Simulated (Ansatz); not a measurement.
The relaxed structure here is a generated cell of ZnSnP2: the first start was made by placing the elements on the sites of a structure type, and the end was not matched to a known phase here, so it may be hypothetical.

The start is a generated cell, ZnSnP2 placed in the AFLOW prototype ABC2_hR4_166_a_b_c (F5_1, as in NaCrS2). Cell shape, volume and atoms are optimised at zero target pressure with PBEsol (plane waves to 420 eV, PAW, scalar-relativistic; Ansatz, a quantum-chemistry and plane-wave program). The first steps use a coarse 7×7×7 k-mesh.

Starting cell:
```
ZnSnP2
1.0
    1.91969     1.10834     6.96922
   -1.91969     1.10834     6.96922
    0.00000    -2.21667     6.96922
Sn Zn P
1 1 2
Direct
  0.00000   0.00000   0.00000
  0.50000   0.50000   0.50000
  0.26670   0.26670   0.26670
  0.73330   0.73330   0.73330
```

| Item | Value |
|---|---|
| Initial pressure | -4 GPa (negative: the cell is under tension) |
| Largest initial force | about 1.8 eV/Å, on P3, P4 (atoms numbered as listed) |
| Energy released | 0.36 eV/atom |
| Volume change | -18.6 %, from 22.24 to 18.10 Å³/atom |
| Shortest distances (start → end) | The closest pairs of elements (up to four, under 3.6 Å), start → end: P–Zn 3.05 → 2.55 Å; P–Sn 2.62 → 2.71 Å; P–P 3.56 → 3.46 Å |
| Band gap at the end | zero (metallic) |
| Optimiser moves | 10 |

The end point of the relaxation:

Space group R-3m, hexagonal axes (No. 166); a = b = 3.742 Å, c = 17.908 Å, α = β = 90.00°, γ = 120.00°

| atom | site | symmetry | x | y | z |
|---|---|---|---|---|---|
| Sn | 3a | -3m | 0.0000 | 0.0000 | 0.0000 |
| Zn | 3b | -3m | 0.0000 | 0.0000 | 0.5000 |
| P | 6c | 3m | 0.0000 | 0.0000 | 0.2421 |
(The calculation used a cell of 4 atoms; values per cell refer to that cell.)

Final values are on a 15×15×15 k-mesh of the relaxed cell. No spin polarisation in the result.

The run could not lose the symmetry of its start: the end is stationary, and may be a saddle point rather than a minimum.
